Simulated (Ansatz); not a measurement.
An Ansatz run on ZrSn2O4 placed in the structure of MnGa2S4 (space group No. 82) left the output below. The cell was relaxed beforehand with r2SCAN+rVV10.

Structure:
```cif
data_structure
_symmetry_space_group_name_H-M 'P 1'
_symmetry_Int_Tables_number 1
_cell_length_a 6.6656
_cell_length_b 6.6656
_cell_length_c 6.6656
_cell_angle_alpha 134.022
_cell_angle_beta 134.022
_cell_angle_gamma 67.054
_cell_volume 150.63
loop_
_atom_site_label
_atom_site_type_symbol
_atom_site_fract_x
_atom_site_fract_y
_atom_site_fract_z
_atom_site_occupancy
Zr1 Zr 0.25000 0.75000 0.50000 1
Sn1 Sn 0.75000 0.25000 0.50000 1
Sn2 Sn 0.50000 0.50000 0.00000 1
O1 O 0.40742 0.83687 0.94151 1
O2 O 0.16313 0.10464 0.57055 1
O3 O 0.53408 0.59258 0.42945 1
O4 O 0.89536 0.46592 0.05849 1
```

What the program printed (shortened):
```
scf.n_extra_bands = 5 over 32 filled bands (N_el = 64.0): the run solves 37 bands
Pseudopotential: Zr, paw, valence charge 12, recommended cutoff 500 eV
Pseudopotential: Sn, paw, valence charge 14, recommended cutoff 500 eV
Pseudopotential: O, paw, valence charge 6, recommended cutoff 500 eV
Crystal: 7 atoms, lattice volume = 150.628 Å³
Basis set: ecut = 500 eV, 3821 PW (Γ)
Bands: 37, of which v1, the nominal top of the filled ones, is band 32 counted from 1 (31 counted from 0)
Symmetry: 4 space group operations
Space group: I-4 (ITA 82)
k-points: 78 of 512 (time reversal used)
preconditioner: auto → Resta (q_TF=auto, 2.366 Å⁻¹)  ε∞=3.1  [insulator: Δε(μ)=1.274 eV  σ=0.030 eV  ℏωp=22.6 eV]
rVV10 density: all electrons in the spheres
SCF 1 converged in 8 iterations: F = -18542.007003 eV  dr2 = 1.72e-8
Free energy (F): -18542.007003 eV
Fermi energy:    6.578356 eV
--- Per-component energies (eV) ---
  E_band       = -592.084661
  E_kinetic    = 1405.499920
  E_local      = -5469.281536
  E_nonlocal   = 199.312243
  E_hartree    = 2500.203977
  E_xc         = -1194.274459
  E_vxc        = -844.704865
  E_paw        = -11917.355557
  E_vpaw       = -937.516396
  E_vtau       = 54.189530
  E_ewald      = -4067.292699
  E_core_change = 1.178134
--- Forces (eV/Å), atoms counted from 1 ---
  atom   1  Zr      0.00000      0.00000      0.00000
  atom   2  Sn      0.00000      0.00000      0.00000
  atom   3  Sn      0.00000      0.00000      0.00000
  atom   4  O       0.00252    -0.00721      0.00516
  atom   5  O     -0.00721    -0.00252    -0.00516
  atom   6  O       0.00721      0.00252    -0.00516
  atom   7  O     -0.00252      0.00721      0.00516
--- Stress (GPa, compression-positive) ---
        0.023775      -0.000001       0.000000
        0.000001       0.023775       0.000000
        0.000000       0.000000       0.045189
  P = ⅓ Tr σ = 0.0309 GPa (0.309 kbar)
--- Band table (eV; the first three rows and the last of 78) ---
  k-point 0: bands = […, 2.2932, 2.4290, 3.1591, 3.1591, 3.7381, 5.8991, 8.0607, 8.6238, 8.6238, 9.9084, …]
  k-point 1: bands = […, 2.3658, 2.6022, 3.0482, 3.1468, 3.8659, 5.9357, 7.8445, 8.5554, 8.8862, 9.7496, …]
  k-point 2: bands = […, 2.3482, 2.7730, 2.8818, 3.1121, 4.2768, 5.9486, 7.7383, 8.3263, 8.9901, 9.4529, …]
  k-point 77: bands = […, 2.2612, 2.5154, 3.2215, 3.2215, 4.4194, 4.7803, 7.9154, 7.9154, 8.0917, 9.8743, …]
```

bands.tsv, columns around the gap (it counts bands from 0):
```tsv
# k_distance	band_27	band_28	band_29	band_30	band_31	band_32	band_33	band_34	band_35
# fermi_ev = 6.578356
# [0, 0, 0] at k_distance = 0.000000
# [0, 0, 0.5] at k_distance = 0.853329
# [0.25, 0.25, 0.25] at k_distance = 1.136019
# [0, 0.5, 0] at k_distance = 1.739414
# [0.5, 0.5, -0.5] at k_distance = 2.405746
# [0.3048730371, 0.6951269629, -0.3048730371] at k_distance = 2.876701
# [-0.3048730371, 0.3048730371, 0.3048730371] at k_distance = 3.501054
# [-0.1097460741, 0.1097460741, 0.5] at k_distance = 3.972008
# [0.5, 0.5, -0.1097460741] at k_distance = 4.596362
# levels_relative_to = fermi_ev
0.000	-4.149	-3.419	-3.419	-2.840	-0.679	1.482	2.045	2.045	3.330
0.853	-3.941	-3.791	-3.348	-1.243	-1.166	1.304	1.555	2.890	3.081
1.136	-3.932	-3.799	-3.348	-1.263	-1.167	1.225	1.773	2.744	2.930
1.739	-3.798	-3.693	-3.614	-1.963	-0.857	0.660	1.531	2.460	2.963
2.406	-4.063	-3.357	-3.357	-2.159	-1.798	1.337	1.337	1.513	3.296
2.877	-3.903	-3.623	-3.556	-1.873	-1.086	0.603	1.530	2.262	3.202
3.501	-3.903	-3.623	-3.556	-1.873	-1.086	0.603	1.530	2.262	3.202
3.972	-3.940	-3.720	-3.386	-1.261	-1.249	1.196	1.488	2.566	3.090
4.596	-3.940	-3.720	-3.386	-1.261	-1.249	1.196	1.488	2.566	3.090
```
In order the rows are Γ, X, P, N, M, S, S₀, R, G.

**Question.** Which of these blocks stood in the input: relax, gw, phonons, dielectric, magnetization (spin_orbit)?

**Answer.** None of them. A single point prints forces and stress when the output block asks for them.

**Question.** Which k mesh was typed?

**Answer.** 8×8×8, Γ-centred.

**Question.** How were the bands filled?

**Answer.** With smearing of width σ = 0.03 eV (Fermi-Dirac in this run).

**Question.** Which functional?

**Answer.** r2SCAN+rVV10. The term E_vtau belongs to a meta-GGA, which reads the kinetic-energy density. Close relatives of this functional can't be ruled out from these lines alone.

Command: `ansatz run input.yaml --threads 4 --pin off --max-ram 4608MiB --backend cpu --events-out ev --progress --plain --runs-dir out`. It took 42 s on 4 threads of Arm Neoverse V1, on a shared host; peak host memory 1.5 GiB.

These are computed values for a spin-unpolarised cell that may be hypothetical; none is a measurement.

The runs are scalar-relativistic, without spin-orbit coupling.
